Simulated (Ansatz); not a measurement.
A geometry of In$_{2}$Ag away from equilibrium: the start of the relaxation of a generated cell, In2Ag built in the AFLOW prototype AB2_tI6_139_a_e (C11_b, as in Si2Mo). Level of theory: PBE (plane waves to 420 eV, PAW, scalar-relativistic; Ansatz, a program for electronic structure). Γ-centred k-mesh 12×12×12 on the run's cell (coarser than for final values), Fermi–Dirac smearing 0.05 eV.

```xyz
3
Lattice="-1.9464 1.9464 4.7640 1.9464 -1.9464 4.7640 1.9464 1.9464 -4.7640" Properties=species:S:1:pos:R:3 pbc="T T T"
Ag     0.0000     0.0000     0.0000
In     0.0000     0.0000     3.1947
In     0.0000     0.0000     6.3332
```

### Question
Which atoms carry the largest force, and which way does it point?

### Answer
0.18 eV/Å, on In2, In3 (atoms numbered as listed); on In3 its components are (0.00, 0.00, -0.18).

### Question
What is the pressure?

### Answer
-0.8 GPa, compression positive.

### Question
How much energy per atom can still be gained by relaxing?

### Answer
0.01 eV/atom; the path ends in I4/mmm (No. 139).

No spin polarisation in the result.

The run could not lose the symmetry of its start, so the end can be a saddle point.

The end of the path is a generated cell of In2Ag: the first start was made by placing the elements on the sites of a structure type, and the end was not matched to a known phase here, so it may be hypothetical.
